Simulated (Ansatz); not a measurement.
SiGeO$_{3}$:
```cif
data_GeO3Si
_chemical_formula_sum 'Si1 Ge1 O3'
_space_group_name_H-M_alt 'P4mm'
_space_group_IT_number 99
_space_group_name_Hall 'P 4 -2'
_cell_length_a 3.40851
_cell_length_b 3.40851
_cell_length_c 4.40364
_cell_angle_alpha 90.000
_cell_angle_beta 90.000
_cell_angle_gamma 90.000
loop_
_atom_site_label
_atom_site_type_symbol
_atom_site_symmetry_multiplicity
_atom_site_Wyckoff_symbol
_atom_site_fract_x
_atom_site_fract_y
_atom_site_fract_z
_atom_site_occupancy
Si1 Si 1 b 0.50000 0.50000 0.60397 1
Ge1 Ge 1 a 0.00000 0.00000 0.15274 1
O1 O 2 c 0.00000 0.50000 0.48266 1
O2 O 1 b 0.50000 0.50000 0.96816 1
```

Relaxed with r²SCAN+D4.

Question: Tabulate the valence density and the electron localisation function along the shortest Si–O contact (1.60 Å), r²SCAN+D4 (plane waves, PAW; program Ansatz).

Answer: 

| distance from Si (Å) | density (e/Å³) | ELF |
|---|---|---|
| 0.16 | 0.06 | 0.21 |
| 0.24 | 0.10 | 0.14 |
| 0.32 | 0.17 | 0.16 |
| 0.40 | 0.29 | 0.25 |
| 0.48 | 0.43 | 0.42 |
| 0.56 | 0.61 | 0.60 |
| 0.64 | 0.82 | 0.73 |
| 0.72 | 1.07 | 0.81 |
| 0.80 | 1.35 | 0.84 |
| 0.88 | 1.69 | 0.85 |
| 0.96 | 2.15 | 0.84 |
| 1.04 | 2.79 | 0.82 |
| 1.12 | 3.63 | 0.77 |
| 1.20 | 4.57 | 0.69 |
| 1.28 | 5.51 | 0.57 |
| 1.36 | 6.33 | 0.42 |
| 1.44 | 6.98 | 0.29 |

The density is the valence pseudo-density with augmentation charge, so density and ELF within about 1 Å of a nucleus are not all-electron values.

The start of the workflow was typed in or built on a structure type; neither database checked (COD, Materials Project) lists it. Whether it is the stable phase at ambient conditions was not checked. The cell was relaxed with r²SCAN+D4 under the symmetry of its start; its stability against distortions is not shown here.

Potentials: the later of the program's two PAW sets.
